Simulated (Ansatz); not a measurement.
Geometry optimisation in Ansatz: input, command and trajectory.

```yaml
crystal:
  lattice:
    - [-1.5676482602, 1.5676482602, 2.0368669168]
    - [1.5676482602, -1.5676482602, 2.0368669168]
    - [1.5676482602, 1.5676482602, -2.0368669168]
  atoms:
    - { symbol: Ti, position: [0.0, 0.0, 0.0] }
    - { symbol: H, position: [0.75, 0.25, 0.5] }
    - { symbol: H, position: [0.25, 0.75, 0.5] }
basis:
  ecutwfc: 500
kpoints:
  mp_grid: { grid: [18, 18, 18] }
hamiltonian:
  xc: r2scan
scf:
  occupations: { method: gaussian, width: 0.1 }
output:
  forces: true
  stress: true
  eigenvalues: true
  write_density: true
  write_potential: true
  elf: true
  volumetric_format: npy
relax:
  adjacent_minimum: "off"
  f_tol: 0.01
  max_steps: 30
  cell: { stress_tol: 0.1, fix: [volume] }
```

```bash
ansatz run input.yaml --threads 1 --pin off --max-ram 2560MiB --backend cpu --events-out ev --progress --plain --runs-dir out
```

Computed with Ansatz, DFT r2SCAN, scalar-relativistic, plane waves, PAW.

The volume is held at 0.94 times that of the relaxed cell.

Of 3 frames 3 are shown, positions in Å and forces in eV/Å; the SCF threshold varies from step to step. Steps run on the plane waves of an earlier cell, with a Pulay correction in the pressure. The basis is chosen afresh for the last frame, the zero of the energies, and at times for earlier ones too; energy and pressure step there, also at an unchanged geometry.

```xyz
3
Lattice="-1.5676 1.5676 2.0369 1.5676 -1.5676 2.0369 1.5676 1.5676 -2.0369" Properties=species:S:1:pos:R:3:forces:R:3 pbc="T T T" step=1 free_energy_over_end_meV_per_atom=0.07 pressure_GPa=10.35
Ti    0.0000    0.0000    0.0000    0.0000    0.0000    0.0000
H     0.0000    1.5676    1.0184    0.0000    0.0000    0.0000
H     1.5676    0.0000    1.0184    0.0000    0.0000    0.0000
3
Lattice="-1.5710 1.5710 2.0281 1.5710 -1.5710 2.0281 1.5710 1.5710 -2.0281" Properties=species:S:1:pos:R:3:forces:R:3 pbc="T T T" step=2 free_energy_over_end_meV_per_atom=0.00 pressure_GPa=10.26
Ti    0.0000    0.0000    0.0000    0.0000    0.0000    0.0000
H     0.0000    1.5710    1.0141    0.0000    0.0000    0.0000
H     1.5710    0.0000    1.0141    0.0000    0.0000    0.0000
3
Lattice="-1.5710 1.5710 2.0281 1.5710 -1.5710 2.0281 1.5710 1.5710 -2.0281" Properties=species:S:1:pos:R:3:forces:R:3 pbc="T T T" step=3 free_energy_over_end_meV_per_atom=0.00 pressure_GPa=10.26
Ti    0.0000    0.0000    0.0000    0.0000    0.0000    0.0000
H     0.0000    1.5710    1.0141    0.0000    0.0000    0.0000
H     1.5710    0.0000    1.0141    0.0000    0.0000    0.0000
```

It took 38 s on 1 thread of Arm Neoverse V2, on a shared host, peak memory 0.5 GiB.